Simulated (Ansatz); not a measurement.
KBr:
```cif
data_BrK
_chemical_formula_sum 'K1 Br1'
_space_group_name_H-M_alt 'P 1'
_space_group_IT_number 1
_cell_length_a 4.67316
_cell_length_b 4.67316
_cell_length_c 4.67316
_cell_angle_alpha 60.000
_cell_angle_beta 60.000
_cell_angle_gamma 60.000
loop_
_space_group_symop_operation_xyz
  'x, y, z'
loop_
_atom_site_label
_atom_site_type_symbol
_atom_site_fract_x
_atom_site_fract_y
_atom_site_fract_z
_atom_site_occupancy
K1 K 0.00000 0.00000 0.00000 1
Br1 Br 0.50000 0.50000 0.50000 1
```

Relaxed with r²SCAN.

**Question.** Decompose the optical modes at the zone centre into irreducible representations, and say which are infrared and Raman allowed.

**Answer.** Point group m-3m: Γ_opt = T1u. Infrared: T1u. Raman: none.

**Question.** Assign frequencies (DFPT, r²SCAN (plane waves, PAW; program Ansatz); without the LO–TO term).

**Answer.** T1u 116 cm⁻¹.

Space group Fm-3m (rock salt). Symmetry was held in the r²SCAN relaxation; phonons on a q-mesh show no instability.

Potentials: the later of the program's two PAW sets.
